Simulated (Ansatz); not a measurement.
The start is a generated cell, ZrPbO3 built in the AFLOW prototype ABC3_hR10_161_a_a_b (as in LiNbO3). A full variable-cell relaxation at zero pressure is run with r2SCAN (plane waves to 500 eV, PAW, scalar-relativistic; Ansatz, a program for electronic structure). The first steps use a coarse 5×5×5 k-mesh.

Initial structure:
```
ZrPbO3
1.0
    2.83675     1.63780     4.99442
   -2.83675     1.63780     4.99442
    0.00000    -3.27560     4.99442
Zr Pb O
2 2 6
Direct
  0.28750   0.28750   0.28750
  0.78750   0.78750   0.78750
  0.01280   0.01280   0.01280
  0.51280   0.51280   0.51280
  0.74643   0.14093   0.36263
  0.36263   0.74643   0.14093
  0.14093   0.36263   0.74643
  0.86263   0.64093   0.24643
  0.24643   0.86263   0.64093
  0.64093   0.24643   0.86263
```

```yaml
initial_pressure: "+14.1 GPa (positive: the cell is compressed)"
outcome: The space group stays R3c (No. 161) (the run could not lower it), with 10 atoms in the primitive cell
energy_released: 1.35 eV/atom
volume_change: +4.6 %, from 13.92 to 14.57 Å³/atom
band_gap_at_the_end: 3.53 eV, direct at F (no spin-orbit coupling)
optimiser_moves: 10
```

Final structure:

Space group R3c, hexagonal axes (No. 161); a = b = 5.8832 Å, c = 14.5791 Å, α = β = 90.00°, γ = 120.00°

| atom | site | symmetry | x | y | z |
|---|---|---|---|---|---|
| Zr | 6a | 3. | 0.0000 | 0.0000 | 0.1952 |
| Pb | 6a | 3. | 0.0000 | 0.0000 | 0.4690 |
| O | 18b | 1 | 0.3170 | 0.1948 | 0.0951 |
(The calculation used a cell of 10 atoms; values per cell refer to that cell.)

Final values are on a 7×7×7 k-mesh of the relaxed cell. No spin polarisation in the result.

The run could not lose the symmetry of its start: the end is stationary, and may be a saddle point rather than a minimum.

The relaxed structure here is a generated cell of ZrPbO3: the first start was made by placing the elements on the sites of a structure type, and the end was not matched to a known phase here, so it may be hypothetical.
